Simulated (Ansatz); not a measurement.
**Lattice vibrations of Ga$_{4}$Sb$_{3}$As at Γ**

Level of theory: Ansatz, DFT PBE, scalar-relativistic, plane waves, PAW. Cutoff 420 eV, 6×6×6 k-points (Γ-centred), Fermi-Dirac smearing of 0.15 eV. No spin polarisation. Phonons by linear response, acoustic sum rule imposed.

The cell, relaxed at this level:
```
CELL_PARAMETERS angstrom
6.10196 0.00000 0.00000
0.00000 6.10196 0.00000
0.00000 0.00000 6.10196
ATOMIC_POSITIONS crystal
Ga 0.75883 0.75883 0.75883
Ga 0.75883 0.24117 0.24117
Ga 0.24117 0.75883 0.24117
Ga 0.24117 0.24117 0.75883
Sb 0.50000 0.50000 0.00000
Sb 0.50000 0.00000 0.50000
Sb 0.00000 0.50000 0.50000
As 0.00000 0.00000 0.00000
```

The cell was found from a structure generator's guess, not taken from experiment. In a metal, frequencies depend on the k mesh and the smearing, soft modes most. Spin–orbit coupling is left out, which matters for heavy elements.

Optical modes at Γ:
```csv
frequency (cm⁻¹),degeneracy
56,3
58,3
160,3
194,1
197,3
201,3
203,2
217,3
```

All 21 optical modes at Γ are real: no displacement of atoms at fixed cell lowers the energy to second order. Strains and modes at other wave vectors aren't tested by this run.
